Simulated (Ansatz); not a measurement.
MnSi (FeSi type, space group P2_13)

```xyz
8
Lattice="4.5603 0.0000 0.0000 0.0000 4.5603 0.0000 0.0000 0.0000 4.5603" Properties=species:S:1:pos:R:3 pbc="T T T"
Mn     0.6343     0.6343     0.6343
Mn     2.9144     1.6458     3.9260
Mn     3.9260     2.9144     1.6458
Mn     1.6458     3.9260     2.9144
Si     3.8546     3.8546     3.8546
Si     1.5745     2.9858     0.7057
Si     0.7057     1.5745     2.9858
Si     2.9858     0.7057     1.5745
```

The slice is a {210} plane (indices of the conventional cell) through the point (0.639, 0.361, 0.861) (fractional), spanned by u = [100] and v = [021] in vectors of this cell: u (4.56 Å) and v (10.20 Å, at 90° to u). It covers one period; positions are fractions (u, v).

Computed with r2SCAN (plane waves to 500 eV, PAW, scalar-relativistic; Ansatz, an electronic-structure program). k mesh 10×10×10. These are valence fields of a PAW run, semicore shells included where kept as valence: close to a nucleus they are smooth pseudo fields. MnSi was relaxed with its symmetry unable to fall. Relaxed MnSi ends ferromagnetic. The PAW data are Ansatz's earlier set. The magnetic order is the one the run started from; other orders were not tried.

Problem. Predict the map of the valence electron density on the slice.

Solution. 
| v \ u | 0.00 | 0.15 | 0.31 | 0.46 | 0.62 | 0.77 | 0.92 |
|---|---|---|---|---|---|---|---|
| 0.96 | 1.1 | 0.0 | -0.5 | -0.4 | -0.4 | -0.4 | 0.8 |
| 0.86 | -0.5 | -0.6 | -0.6 | -0.5 | -0.4 | -0.4 | -0.5 |
| 0.75 | -0.5 | -0.4 | -0.5 | -0.5 | 0.8 | 1.3 | -0.3 |
| 0.64 | -0.6 | 0.2 | 0.1 | -0.5 | -0.5 | -0.5 | -0.7 |
| 0.54 | -0.5 | -0.3 | -0.4 | -0.5 | -0.6 | -0.8 | -0.6 |
| 0.43 | -0.7 | -0.4 | -0.4 | 0.0 | -0.3 | -0.5 | -0.5 |
| 0.32 | -0.6 | -0.5 | -0.4 | 0.4 | -0.1 | -0.6 | -0.6 |
| 0.21 | -0.6 | -0.5 | -0.5 | -0.5 | -0.4 | -0.5 | -0.6 |
| 0.11 | -0.4 | -0.5 | -0.7 | -0.8 | -0.5 | -0.4 | -0.4 |
| 0.00 | 1.5 | 0.3 | -0.5 | -0.4 | -0.4 | -0.4 | 1.2 |

Values: log₁₀ of the valence density in e/Å³. The scale is logarithmic, as a density can span decades between atoms and voids.
